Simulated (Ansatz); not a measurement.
Ansatz (an electronic-structure program) input:

Ansatz 0.2 input:
```yaml
crystal:
  lattice:
    - [3.2729196656, 0.0, 0.0]
    - [-1.6364598328, 2.834431575, 0.0]
    - [0.0, 0.0, 3.9912409318]
  atoms:
    - { symbol: Li, position: [0.3333333333, 0.6666666667, 0.25] }
    - { symbol: Li, position: [0.6666666667, 0.3333333333, 0.75] }
    - { symbol: F, position: [0.3333333333, 0.6666666667, 0.75] }
    - { symbol: F, position: [0.6666666667, 0.3333333333, 0.25] }
kpoints:
  mp_grid: { grid: [10, 10, 7] }
hamiltonian:
  xc: r2scan
  dispersion: d4
  pseudopotentials: { kind: paw }
scf:
  occupations: { method: fixed }
checkpoint: { read: static.run }
output: { bader: true, populations: true }
```

Output (shortened):

```
Pseudopotential: Li, paw, valence charge 3
Pseudopotential: F, paw, valence charge 7
Functional definition: r2SCAN
Crystal: 4 atoms, lattice volume = 37.026 Å³
Basis set: ecut = 500 eV, 921 PW (Γ), exchange–correlation on 96×96×120 points (64 copies of the dense FFT grid, shifted against one another)
Bands: 14, of which v1, the nominal top of the filled ones, is band 10 counted from 1 (9 counted from 0)
Symmetry: 24 space group operations
Space group: P63/mmc (ITA 194), of the structure as read, at distance tolerance 3.3e-5 Å
k-points: 56 of 700
Stability of the state it starts from, as read at its close in the unpolarized treatment …
iter 1 solved again at ethr=2.35e-8 eV; its pass at ethr=3.10e-3 eV (dr2=4.70e-6 eV) is discarded
SCF iter   1: F=—  HF=-2036.659252 eV  |F-HF|=—  |Δ(HF+E_count)|=         —  Δρ=4.35e-7  dr2=4.58e-11  dr2_τ=4.41e-12  ethr=2.35e-8  ⟨swp⟩=2.1  Hψ=5301  notcnv=0  defer=110
preconditioner: auto → none
SCF iter   2: F=-2036.659252 eV  HF=-2036.659252 eV  |F-HF|=3.18e-12  |Δ(HF+E_count)|=   5.75e-9  Δρ=2.80e-7  dr2=8.51e-12  dr2_τ=4.27e-12  ethr=1.00e-12  ⟨swp⟩=6.1  Hψ=3053  notcnv=0
SCF 1 converged in 2 iterations: F = -2036.659252 eV  dr2 = 8.51e-12
SCF converged after 2 iterations
Free energy (F): -2036.659252 eV
Harris-Foulkes:  -2036.659252 eV  (|F-HF|=3.18e-12)
Internal energy: -2036.659252 eV  (E = F + TS)
E sigma→0 (E₀):  -2036.659252 eV
Fermi energy:    -0.591578 eV
--- Per-component energies (eV) ---
  E_band       = -277.066156
  E_kinetic    = 464.896097
  E_local      = -1442.630785  (includes V_loc(G=0)·N_el)
  E_nonlocal   = 79.512231
  E_hartree    = 519.738213
  E_xc         = -181.989425
  E_vxc        = -266.476289  (∫ρ·V_xc dr)
  E_paw        = -450.259660  (= ΣΔE_a)
  E_vpaw       = -171.365833  (= ΣTr[D̂ρ^β])
  E_aug_tail   = 0.002219  (compensation charges beyond the density's cutoff)
  E_vtau       = 19.519678  (kinetic-family band-sum trace: ∫τ·v_τ [+ j·A + Jᵃ·Aᵃ] dr)
  E_ewald      = -1025.770184
  E_disp       = -0.095176  (pairwise vdW)
  E_core_change = -0.062783  (= ΣΔE_core)
  E_smearing   =  0.000000  (= −TS)
  E_closure    = 0.000000  (closes the sum)
  Σ components = -2036.659252   (vs F -2036.659252, Δ=0.00e0)
  [band-id]    e_kinetic+e_local+e_nonlocal+2·e_hartree+e_vxc+e_vpaw+e_augmentation_tail+e_vtau = -277.066256   (vs E_band -277.066156, Δ=-1.00e-4)
--- Band table (eV; the first three rows and the last of 56) ---
  k-point 0: bands = ["-42.3789", "-42.2962", "-21.6627", "-21.0067", "-3.4935", "-1.8811", "-1.8811", "-1.0885", "-1.0885", "-0.5916", "7.9741", "15.3056", "16.8948", "17.3088"]
  k-point 1: bands = ["-42.3745", "-42.3000", "-21.6376", "-21.0477", "-3.3344", "-1.8408", "-1.8408", "-1.1262", "-1.1262", "-0.7199", "8.2078", "14.3094", "17.2797", "17.2797"]
  k-point 2: bands = ["-42.3625", "-42.3109", "-21.5637", "-21.1572", "-2.8969", "-1.7283", "-1.7283", "-1.2328", "-1.2328", "-1.0873", "8.8820", "12.7671", "17.2702", "17.2702"]
  k-point 55: bands = ["-42.3218", "-42.3195", "-21.3681", "-21.3502", "-2.6920", "-2.6291", "-2.4686", "-2.1569", "-0.8090", "-0.7382", "11.9629", "12.6396", "14.4240", "14.5972"]
--- Löwdin populations: 4 sites ---
  site symbol       q [e]
     0     Li      2.1966
     1     Li      2.1966
     2      F      7.7509
     3      F      7.7509
  spilling = 0.005254 (of n_electrons = 20.000000)
--- Bader charges: 4 sites ---
  site symbol  charge [e]  shift [e]
     0     Li      0.9087     0.0009
     1     Li      0.9087     0.0009
     2      F     -0.9087     0.0009
     3      F     -0.9087     0.0009
  shift: an alarm, by how much a part of what the PAW files miss would move the charge. Where it is large, compare
  with a run on PAW files of another source; a small one proves nothing
  estimated error of the sums over rays = 1.8e-4 e
```

Cost: roughly 40 core-seconds on shared cores.

Space group P6_3/mmc. The start of the workflow was typed in or built on a structure type; neither database checked (COD, Materials Project) lists it. It is not the phase usual at ambient conditions (space group No. 225). Symmetry was held in the r²SCAN+D4 relaxation; its stability against distortions is not shown here. The volume moved by -42 % from the start of the relaxation.

Potentials: the later of the program's two PAW sets.

Ansatz is a plane-wave DFT program.
